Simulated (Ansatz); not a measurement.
**EuSb in the zincblende structure**

The computed numbers are results of PBE+U (U_eff = 6 eV on Eu 4f), scalar-relativistic (collinear spin) in the plane-wave PAW code Ansatz at 420 eV, Γ-centred 8×8×8 mesh, 0.05 eV Gaussian smearing. The datasets are Ansatz's generated set soft_2.

```xyz
2
Lattice="0.0000 3.7322 3.7322 3.7322 0.0000 3.7322 3.7322 3.7322 0.0000" Properties=species:S:1:pos:R:3 pbc="T T T"
Eu    0.0000    0.0000    0.0000
Sb    1.8661    1.8661    1.8661
```

The structure was built from a prototype; whether the compound forms in it isn't claimed.

Magnetic state: ferromagnetic, site spin moments Eu 7.01; Sb 0.45 μB.

The run above is the reference. The same cell was run again with other input settings; several of them aren't fit for production, so the rows show the settings' effect and aren't properties of the material.

| keys changed | outcome | ΔE (meV/atom) | P (GPa) | gap on the mesh (eV) | cell moment (μB) | largest force component (eV/Å) | SCF iterations | rough core-seconds | new warnings |
| --- | --- | --- | --- | --- | --- | --- | --- | --- | --- |
| none (reference) | converged | 0.0 | 0.0 | metal | 8.00 | 0.000 | – | – | – |
| kpoints.mp_grid.grid: [8, 8, 8] → [5, 5, 5]; accuracy: "high" | converged | -2.2 | 0.0 | metal | 8.00 | 0.000 | 25 | 50 | given moment on shells |
| basis.xc_grid: 3; scf.occupations.width: 0.05 → null; scf.occupations.method: "gaussian" → "tetrahedron_uncorrected" | converged | 1.5 | 0.0 | metal | 8.00 | 0.000 | 16 | 30 | band table not solved further |
| scf.lower_state_search: "off"; kpoints.mp_grid.grid: [8, 8, 8] → [6, 6, 6] | converged | -0.7 | 0.0 | metal | 8.00 | 0.000 | 16 | 16 | – |
| basis.ecutrho_ratio: 4 → 8 | converged | 0.0 | 0.0 | metal | 8.00 | 0.000 | 22 | 130 | given moment on shells |
| basis.ecutrho_ratio: 4 → 9 | converged | 0.0 | 0.0 | metal | 8.00 | 0.000 | 23 | 140 | given moment on shells |

These changes also left energy (to 0.1 meV/atom), pressure, gap, moment and forces as in the reference: accuracy: "low".

ΔE is the energy with the smearing extrapolated to zero. It is left out where the change alters the Hamiltonian or the spin treatment. The varied runs start from atomic densities (corrected by the program's trained start where that serves), with the default search for lower states unless a row changes it, while the reference went on from a saved state, so a magnet may end in another state whatever the setting.

(1) What happens with these changes: hamiltonian.dispersion: "d4"?

Answer:

(1) outcome converged, P (GPa) -0.8, gap on the mesh (eV) metal, cell moment (μB) 8.00, largest force component (eV/Å) 0.000, SCF iterations 22, rough core-seconds 130, new warnings given moment on shells.

The pair part of a dispersion correction pulls inward (a three-body part mostly pushes out), and in metals and ionic crystals with large ions it often overbinds.

2 further runs (cut off, refused for memory, with changed atoms or starts, or in doubt) are left out.

Of the reference: Spin–orbit coupling, which matters for such heavy elements, is left out. The run wasn't fully tested for a lower electronic state. Site moments are of spin, integrated over atomic spheres. A U of this size is made for insulators; in a metal, as here, it tends to take f weight out of the bonding and to swell the cell. The moments were started parallel, and the real magnetic order may be another.
